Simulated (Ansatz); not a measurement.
Ansatz (an electronic-structure program) input:

Ansatz 0.2 input:
```yaml
crystal:
  lattice:
    - [-2.4379971974, 2.4379971974, 2.4379971974]
    - [2.4379971974, -2.4379971974, 2.4379971974]
    - [2.4379971974, 2.4379971974, -2.4379971974]
  atoms:
    - { symbol: Ba, position: [0.0, 0.0, 0.0] }
kpoints:
  mp_grid: { grid: [25, 25, 25] }
hamiltonian:
  xc: pbesol
  pseudopotentials: { azcp: { folder: ./paw }, kind: paw }
scf:
  occupations: { method: fermi_dirac, width: 0.1 }
elastic: { mode: relaxed_ion, stencil: two_point, amplitude: 0.005, f_tol: 0.0005 }
```

Output (shortened):

```
Pseudopotential: Ba, paw, valence charge 10
Functional definition: PBEsol
Crystal: 1 atoms, lattice volume = 57.964 Å³
Basis set: ecut = 420 eV, 1157 PW (Γ), exchange–correlation on 60×60×60 points (8 copies of the dense FFT grid, shifted against one another)
Bands: 9, of which v1, the nominal top of the filled ones, is band 5 counted from 1 (4 counted from 0)
Symmetry: 48 space group operations
Space group: Im-3m (ITA 229), of the structure as read, at distance tolerance 3.9e-5 Å
k-points: 455 of 15625
SCF iter   1: F=—  HF=-5862.774812 eV  |F-HF|=—  |Δ(HF+E_count)|=         —  Δρ=5.01e-3  dr2=1.08e-2  ethr=3.10e-3  ⟨swp⟩=7.3  Hψ=38073  notcnv=0
preconditioner: auto → Kerker (q_TF=auto, 2.036 Å⁻¹)
SCF iter   2: F=—  HF=-5862.776331 eV  |F-HF|=—  |Δ(HF+E_count)|=   1.52e-3  Δρ=2.99e-3  dr2=4.29e-3  ethr=1.08e-4  ⟨swp⟩=1.0  Hψ=7746  notcnv=0
SCF iter   3: F=—  HF=-5862.777843 eV  |F-HF|=—  |Δ(HF+E_count)|=   1.51e-3  Δρ=4.74e-4  dr2=1.49e-4  ethr=4.29e-5  ⟨swp⟩=2.6  Hψ=6425  notcnv=0
SCF iter   4: F=—  HF=-5862.777881 eV  |F-HF|=—  |Δ(HF+E_count)|=   3.84e-5  Δρ=1.59e-4  dr2=1.40e-5  ethr=1.49e-6  ⟨swp⟩=2.3  Hψ=6356  notcnv=0
SCF iter   5: F=—  HF=-5862.777876 eV  |F-HF|=—  |Δ(HF+E_count)|=   5.86e-6  Δρ=2.44e-5  dr2=6.07e-7  ethr=1.40e-7  ⟨swp⟩=2.3  Hψ=6517  notcnv=0
SCF iter   6: F=—  HF=-5862.777875 eV  |F-HF|=—  |Δ(HF+E_count)|=   2.63e-7  Δρ=6.16e-6  dr2=4.77e-8  ethr=6.07e-9  ⟨swp⟩=2.2  Hψ=5999  notcnv=0
SCF iter   7: F=—  HF=-5862.777875 eV  |F-HF|=—  |Δ(HF+E_count)|=   1.10e-8  Δρ=6.91e-7  dr2=2.81e-10  ethr=4.77e-10  ⟨swp⟩=2.5  Hψ=6415  notcnv=0
SCF iter   8: F=—  HF=-5862.777875 eV  |F-HF|=—  |Δ(HF+E_count)|=  1.98e-10  Δρ=1.22e-7  dr2=7.94e-12  ethr=2.81e-12  ⟨swp⟩=2.1  Hψ=6423  notcnv=0
SCF iter  10: F=-5862.777875 eV  HF=-5862.777875 eV  |F-HF|=0.00e0  |Δ(HF+E_count)|=  2.73e-12  Δρ=1.33e-9  dr2=5.44e-16  ethr=1.00e-12  ⟨swp⟩=4.3  Hψ=14776  notcnv=0
the search or the solves at the SCF's close seem to have found levels that the self-consistency loop had missed (the run counts 1) …
SCF 1 converged in 10 iterations: F = -5862.777875 eV  dr2 = 5.44e-16
Crystal: 1 atoms, lattice volume = 57.674 Å³
Basis set: ecut = 420 eV, 1133 PW (Γ), exchange–correlation on 60×60×60 points (8 copies of the dense FFT grid, shifted against one another)
Symmetry: 16 space group operations
k-points: 1183 of 15625
iter 1 solved again at ethr=1.03e-7 eV; its pass at ethr=3.10e-3 eV (dr2=1.03e-5 eV) is discarded
SCF iter   1: F=—  HF=-5862.777744 eV  |F-HF|=—  |Δ(HF+E_count)|=         —  Δρ=9.39e-5  dr2=5.29e-6  ethr=1.03e-7  ⟨swp⟩=3.4  Hψ=113140  notcnv=0
preconditioner: auto → Kerker (q_TF=auto, 2.037 Å⁻¹)
SCF iter   2: F=—  HF=-5862.777744 eV  |F-HF|=—  |Δ(HF+E_count)|=   1.69e-7  Δρ=5.55e-5  dr2=2.01e-6  ethr=5.29e-8  ⟨swp⟩=1.0  Hψ=10647  notcnv=0
SCF iter   3: F=—  HF=-5862.777744 eV  |F-HF|=—  |Δ(HF+E_count)|=   1.25e-7  Δρ=7.41e-6  dr2=4.19e-8  ethr=2.01e-8  ⟨swp⟩=2.9  Hψ=16671  notcnv=0
SCF iter   4: F=—  HF=-5862.777744 eV  |F-HF|=—  |Δ(HF+E_count)|=   5.72e-8  Δρ=1.47e-6  dr2=2.21e-9  ethr=4.19e-10  ⟨swp⟩=1.2  Hψ=11374  notcnv=0
SCF iter   5: F=—  HF=-5862.777744 eV  |F-HF|=—  |Δ(HF+E_count)|=  1.76e-10  Δρ=2.74e-7  dr2=5.21e-11  ethr=2.21e-11  ⟨swp⟩=1.3  Hψ=11123  notcnv=0
SCF iter   6: F=—  HF=-5862.777744 eV  |F-HF|=—  |Δ(HF+E_count)|=  2.09e-11  Δρ=5.76e-8  dr2=2.63e-12  ethr=5.21e-13 (applied; sched 1.00e-12)  ⟨swp⟩=2.2  Hψ=13979  notcnv=0
SCF iter   7: F=-5862.777744 eV  HF=-5862.777744 eV  |F-HF|=3.64e-12  |Δ(HF+E_count)|=  9.09e-13  Δρ=1.08e-8  dr2=7.31e-14  ethr=1.00e-12  ⟨swp⟩=3.0  Hψ=42653  notcnv=0
SCF 2 converged in 7 iterations: F = -5862.777744 eV  dr2 = 7.31e-14
Crystal: 1 atoms, lattice volume = 58.254 Å³
iter 1 solved again at ethr=4.02e-11 eV; its pass at ethr=3.10e-3 eV (dr2=4.02e-9 eV) is discarded
SCF iter   1: F=—  HF=-5862.777892 eV  |F-HF|=—  |Δ(HF+E_count)|=         —  Δρ=5.51e-6  dr2=4.29e-9  ethr=4.02e-11  ⟨swp⟩=3.3  Hψ=114034  notcnv=0
preconditioner: auto → Kerker (q_TF=auto, 2.034 Å⁻¹)
SCF iter   2: F=—  HF=-5862.777892 eV  |F-HF|=—  |Δ(HF+E_count)|=   3.77e-8  Δρ=2.93e-6  dr2=1.76e-9  ethr=4.02e-11  ⟨swp⟩=1.0  Hψ=10647  notcnv=0
SCF iter   3: F=—  HF=-5862.777892 eV  |F-HF|=—  |Δ(HF+E_count)|=   1.45e-8  Δρ=4.26e-7  dr2=3.79e-11  ethr=1.76e-11  ⟨swp⟩=3.0  Hψ=16837  notcnv=0
SCF iter   4: F=—  HF=-5862.777892 eV  |F-HF|=—  |Δ(HF+E_count)|=  3.07e-10  Δρ=3.11e-8  dr2=5.81e-13  ethr=3.79e-13 (applied; sched 1.00e-12)  ⟨swp⟩=2.4  Hψ=17025  notcnv=0
SCF iter   5: F=-5862.777892 eV  HF=-5862.777892 eV  |F-HF|=9.09e-13  |Δ(HF+E_count)|=  1.82e-12  Δρ=5.32e-9  dr2=1.29e-14  ethr=1.00e-12  ⟨swp⟩=4.1  Hψ=33963  notcnv=0
SCF 3 converged in 5 iterations: F = -5862.777892 eV  dr2 = 1.29e-14
Crystal: 1 atoms, lattice volume = 57.964 Å³
Symmetry: 8 space group operations
k-points: 2197 of 15625
iter 1 solved again at ethr=2.67e-8 eV; its pass at ethr=3.10e-3 eV (dr2=2.67e-6 eV) is discarded
SCF iter   1: F=—  HF=-5862.777824 eV  |F-HF|=—  |Δ(HF+E_count)|=         —  Δρ=5.21e-5  dr2=1.87e-6  ethr=2.67e-8  ⟨swp⟩=3.0  Hψ=208001  notcnv=0
preconditioner: auto → Kerker (q_TF=auto, 2.036 Å⁻¹)
SCF iter   2: F=—  HF=-5862.777824 eV  |F-HF|=—  |Δ(HF+E_count)|=   8.31e-8  Δρ=3.28e-5  dr2=7.30e-7  ethr=1.87e-8  ⟨swp⟩=1.0  Hψ=19773  notcnv=0
SCF iter   3: F=—  HF=-5862.777824 eV  |F-HF|=—  |Δ(HF+E_count)|=   2.26e-7  Δρ=2.38e-6  dr2=3.38e-9  ethr=7.30e-9  ⟨swp⟩=2.9  Hψ=31071  notcnv=0
SCF iter   4: F=—  HF=-5862.777824 eV  |F-HF|=—  |Δ(HF+E_count)|=   2.60e-9  Δρ=6.45e-7  dr2=2.54e-10  ethr=3.38e-11  ⟨swp⟩=2.3  Hψ=25919  notcnv=0
SCF iter   5: F=—  HF=-5862.777824 eV  |F-HF|=—  |Δ(HF+E_count)|=  2.00e-10  Δρ=1.29e-7  dr2=1.39e-11  ethr=2.54e-12  ⟨swp⟩=2.9  Hψ=30255  notcnv=0
SCF iter   6: F=—  HF=-5862.777824 eV  |F-HF|=—  |Δ(HF+E_count)|=  1.27e-11  Δρ=2.15e-8  dr2=2.85e-13  ethr=1.39e-13 (applied; sched 1.00e-12)  ⟨swp⟩=2.6  Hψ=28536  notcnv=0
SCF iter   7: F=-5862.777824 eV  HF=-5862.777824 eV  |F-HF|=0.00e0  |Δ(HF+E_count)|=  2.73e-12  Δρ=2.55e-9  dr2=2.89e-15  ethr=1.00e-12  ⟨swp⟩=4.0  Hψ=60671  notcnv=0
SCF 4 converged in 7 iterations: F = -5862.777824 eV  dr2 = 2.89e-15
Crystal: 1 atoms, lattice volume = 57.964 Å³
iter 1 solved again at ethr=2.39e-11 eV; its pass at ethr=3.10e-3 eV (dr2=2.39e-9 eV) is discarded
SCF iter   1: F=—  HF=-5862.777824 eV  |F-HF|=—  |Δ(HF+E_count)|=         —  Δρ=3.44e-6  dr2=2.46e-9  ethr=2.39e-11  ⟨swp⟩=2.5  Hψ=203892  notcnv=0
preconditioner: auto → Kerker (q_TF=auto, 2.036 Å⁻¹)
SCF iter   2: F=—  HF=-5862.777824 eV  |F-HF|=—  |Δ(HF+E_count)|=   5.59e-9  Δρ=1.83e-6  dr2=1.09e-9  ethr=2.39e-11  ⟨swp⟩=1.0  Hψ=19773  notcnv=0
SCF iter   3: F=—  HF=-5862.777824 eV  |F-HF|=—  |Δ(HF+E_count)|=   4.56e-9  Δρ=3.47e-7  dr2=2.47e-11  ethr=1.09e-11  ⟨swp⟩=2.2  Hψ=27975  notcnv=0
SCF iter   4: F=—  HF=-5862.777824 eV  |F-HF|=—  |Δ(HF+E_count)|=  1.76e-10  Δρ=2.96e-8  dr2=5.03e-13  ethr=2.47e-13 (applied; sched 1.00e-12)  ⟨swp⟩=1.2  Hψ=21048  notcnv=0
SCF iter   5: F=-5862.777824 eV  HF=-5862.777824 eV  |F-HF|=4.55e-12  |Δ(HF+E_count)|=  3.64e-12  Δρ=6.42e-9  dr2=1.53e-14  ethr=1.00e-12  ⟨swp⟩=4.2  Hψ=63430  notcnv=0
SCF 5 converged in 5 iterations: F = -5862.777824 eV  dr2 = 1.53e-14
SCF converged after 10 iterations
Free energy (F): -5862.777875 eV
Harris-Foulkes:  -5862.777875 eV  (|F-HF|=0.00e0)
Internal energy: -5862.735290 eV  (E = F + TS)
E sigma→0 (E₀):  -5862.756583 eV
Entropy (-TS):   -0.042585 eV (-42.585 meV/atom)
Fermi energy:    6.387398 eV
--- Per-component energies (eV) ---
  E_band       = -78.025975
  E_kinetic    = 157.561343
  E_local      = -383.739743  (includes V_loc(G=0)·N_el)
  E_nonlocal   = 94.527654
  E_hartree    = 111.196618
  E_xc         = -194.715465
  E_vxc        = -125.822382  (∫ρ·V_xc dr)
  E_paw        = -5110.353188  (= ΣΔE_a)
  E_vpaw       = -42.946080  (= ΣTr[D̂ρ^β])
  E_aug_tail   = -0.000003  (compensation charges beyond the density's cutoff)
  E_ewald      = -537.363943
  E_core_change = 0.151438  (= ΣΔE_core)
  E_smearing   = -0.042585  (= −TS)
  E_closure    = 0.000000  (closes the sum)
  Σ components = -5862.777875   (vs F -5862.777875, Δ=0.00e0)
  [band-id]    e_kinetic+e_local+e_nonlocal+2·e_hartree+e_vxc+e_vpaw+e_augmentation_tail = -78.025975   (vs E_band -78.025975, Δ=-2.74e-7)
--- Forces (eV/Å), atoms counted from 1 ---
  atom   1  Ba     0.00000000     0.00000000     0.00000000
  max |Σ_I F_I| component: 0.0 eV/Å
--- Stress (GPa, compression-positive) ---
        0.040683       0.000000       0.000000
        0.000000       0.040683       0.000000
        0.000000       0.000000       0.040683
  P = ⅓ Tr σ = 0.0407 GPa (0.407 kbar)
--- Band table (eV; the first three rows and the last of 455) ---
  k-point 0: bands = ["-22.3346", "-7.2021", "-7.2021", "-7.2021", "3.5825", "8.2942", "8.2942", "8.2942", "9.8464"]
  k-point 1: bands = ["-22.3336", "-7.2126", "-7.2052", "-7.2022", "3.6162", "8.2633", "8.2792", "8.3261", "9.7720"]
  k-point 2: bands = ["-22.3308", "-7.2431", "-7.2144", "-7.2024", "3.7157", "8.1768", "8.2266", "8.4214", "9.6148"]
  k-point 454: bands = ["-22.2266", "-7.6187", "-7.6168", "-7.6168", "5.7366", "5.7406", "10.5942", "10.5942", "10.6683"]
--- Elastic constants: 2 strain directions × 2 members + reference (group order 48) ---
  dense FFT box of the reference and of every strained cell: 30×30×30
  strains applied: 11, 23; error gains: componentwise 1.00 (the most a stress slope's error grows in a printed constant), spectral 1.73 (1 for all six strains …
  C = ∂σ_k/∂η_j (tension-positive GPa; Voigt order 11 22 33 23 13 12):
        12.669      7.492      7.492      0.000      0.000      0.000
         7.492     12.669      7.492      0.000      0.000      0.000
         7.492      7.492     12.669      0.000      0.000      0.000
         0.000      0.000      0.000     11.227      0.000      0.000
         0.000      0.000      0.000      0.000     11.227      0.000
         0.000      0.000      0.000      0.000      0.000     11.227
  reference stress σ⁰ (GPa):     -0.041     -0.041     -0.041      0.000      0.000      0.000
  C* (energy form; C + prestress term) asymmetry max|C*_kj − C*_jk| = 4.441e-15 GPa — a small one proves nothing (zero by symmetry where the batch's group is …
  moduli (Voigt/Reuss/Hill, GPa): K = 9.22/9.22/9.22   G = 7.77/4.81/6.29   E = 15.37   ν = 0.222
  mechanically stable: yes (min eigenvalue of sym C = 5.18 GPa)
  where every solve meets its electron count the energy-path curvature estimates C_jj along a normal strain and C_jj − ¼(σ⁰_aa + σ⁰_bb) along a shear (ab), of …
  strain η (Voigt 11):  stress-route row diagonal C_11 = 12.67 GPa, energy-path curvature d²(F+E_count+ΔE)/dδ²/Ω₀ = 12.67 GPa
         δ    σ_11 (GPa)             F (eV)   n_scf  n_hpsi   n_pw
    -5.000e-3      -0.1051       -5862.7777437       7  241261   1147   relax 0 steps, max|allowed force component| 0.00e0 eV/Å
     5.000e-3       0.0216       -5862.7778922       5  214240   1157   relax 0 steps, max|allowed force component| 0.00e0 eV/Å
  strain η (Voigt 23):  stress-route row diagonal C_44 = 11.23 GPa, energy-path curvature d²(F+E_count+ΔE)/dδ²/Ω₀ = 11.25 GPa
         δ    σ_23 (GPa)             F (eV)   n_scf  n_hpsi   n_pw
    -5.000e-3      -0.0561       -5862.7778244       7  444394   1157   relax 0 steps, max|allowed force component| 0.00e0 eV/Å
     5.000e-3       0.0561       -5862.7778244       5  376348   1157   relax 0 steps, max|allowed force component| 0.00e0 eV/Å
```

Cost: very roughly 8 core-minutes on shared cores.

Symmetry was held in the PBEsol relaxation. As this level gives no gap, shear constants depend on the k-mesh and smearing (Fermi–Dirac, 0.1 eV here). Spin–orbit coupling is left out wherever it is not named.

Potentials: the earlier of the program's two PAW sets. The files were generated under PBE; for other functionals the program regenerates the frozen cores, and for LDA and PBEsol the local potential too.

Ansatz is a plane-wave DFT program.
